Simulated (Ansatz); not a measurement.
VIr3 (Cu3Au type, Pm-3m), a = b = c = 3.8095 Å, α = β = γ = 90.00°.

Relaxed with r²SCAN.

Question: Which orbitals make up the states near the Fermi level in r²SCAN in the plane-wave PAW code Ansatz?

Answer: Within 0.5 eV of the Fermi level: Ir 5d 52 %, V 3d 42 %. Projections are on Löwdin-orthogonalised atomic valence shells; empty p or d shells of many metals are not among them.

Question: Tabulate the density of states.

Answer: States/eV per cell of 4 atoms, in 0.25 eV bins, energy from the Fermi level.

```tsv
E (eV)	total	Ir 5d	V 3d	Ir 6s
-7.85	0.93	0.24	0.02	0.58
-7.60	1.70	0.79	0.09	0.73
-7.35	1.51	0.85	0.09	0.51
-7.10	1.65	1.11	0.11	0.36
-6.85	3.02	1.96	0.24	0.56
-6.60	5.25	3.45	0.41	0.93
-6.35	6.02	4.47	0.44	0.78
-6.10	5.08	4.14	0.37	0.40
-5.85	4.45	3.82	0.31	0.18
-5.60	4.06	3.48	0.28	0.16
-5.35	3.91	3.35	0.27	0.14
-5.10	3.23	2.79	0.25	0.08
-4.85	3.49	2.99	0.24	0.12
-4.60	3.56	3.07	0.26	0.11
-4.35	4.20	3.58	0.35	0.11
-4.10	5.31	4.45	0.46	0.20
-3.85	4.98	4.15	0.38	0.25
-3.60	4.41	3.56	0.34	0.28
-3.35	3.53	2.79	0.29	0.26
-3.10	3.51	2.71	0.44	0.20
-2.85	6.01	4.58	0.97	0.25
-2.60	6.53	4.93	1.14	0.25
-2.35	4.55	3.29	0.90	0.19
-2.10	4.05	2.90	0.80	0.15
-1.85	4.76	3.28	1.06	0.13
-1.60	4.82	3.51	0.89	0.11
-1.35	5.31	3.80	0.96	0.15
-1.10	4.24	2.80	0.92	0.12
-0.85	3.67	2.44	0.77	0.11
-0.60	2.56	1.88	0.41	0.07
-0.35	2.24	1.71	0.36	0.05
-0.10	1.82	1.17	0.52	0.04
0.15	1.90	0.97	0.82	0.04
0.40	4.12	1.29	2.68	0.05
0.65	5.72	2.02	3.49	0.07
0.90	5.01	2.27	2.54	0.09
1.15	4.89	2.42	2.27	0.10
1.40	6.24	3.42	2.61	0.10
1.65	6.23	3.10	2.91	0.11
1.90	5.37	2.54	2.58	0.14
```

The workflow started from an entry of the Crystallography Open Database (COD). Its standing as an ambient phase is unchecked. Symmetry was held in the r²SCAN relaxation; its stability against distortions is not shown here. The workflow began spin-polarised and lost its moments. Spin–orbit coupling is left out wherever it is not named.

Potentials: the later of the program's two PAW sets.
